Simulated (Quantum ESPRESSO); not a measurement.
## Kohn-Sham bands of AlGaP₂ (P-4m2)

```xyz
4
Lattice="3.8655 0.0000 0.0000 0.0000 3.8655 0.0000 0.0000 0.0000 5.4556" Properties=species:S:1:pos:R:3 pbc="T T T"
Al     1.9327     1.9327     2.7278
Ga     0.0000     0.0000     0.0000
P      0.0000     1.9327     1.3660
P      1.9327     0.0000    -1.3660
```

Structure: Materials Project mp-1228888, symmetrised, not relaxed again. Not found in the COD (Crystallography Open Database) copy used; not checked further. Method: PBEsol plane waves in Quantum ESPRESSO 7.5 (PseudoDojo norm-conserving files, 64 Ry, no spin polarisation, no spin-orbit coupling), Bloch states on a 8×8×6 mesh through Γ, Wannier90 4.0.1. Density: 8×8×6 mesh, cold smearing 0.01 Ry.

Task: List the Kohn-Sham levels between −8 and 4.5 eV relative to the valence-band maximum at the high-symmetry points, as a band run of pw.x on that density gives them (levels within 2 meV counted together).

Result: 
```
point  k (reciprocal lattice)                                                             levels (eV)
-----  ----------------------  ----------------------------------------------------------------------
Γ           0.000 0.000 0.000  -6.04, -2.41 (×2), -0.05, 0.00 (×2), 1.55, 1.75, 2.72, 4.16, 4.16 (×2)
X           0.000 0.500 0.000                    -5.29, -4.49, -3.14, -3.12, -1.04, -1.02, 3.30, 3.45
M           0.500 0.500 0.000           -6.58, -5.50, -2.43, -2.40 (×2), -2.36, 1.49 (×2), 1.56, 2.54
Z           0.000 0.000 0.500            -3.67, -2.90, -1.62 (×2), -1.37 (×2), 2.20, 2.58, 3.81, 3.85
R           0.000 0.500 0.500                    -6.40, -5.82, -0.98, -0.97, -0.91, -0.89, 1.65, 2.65
A           0.500 0.500 0.500                       -6.32, -5.17, -3.51, -3.28, -3.15 (×2), 4.40 (×2)
```
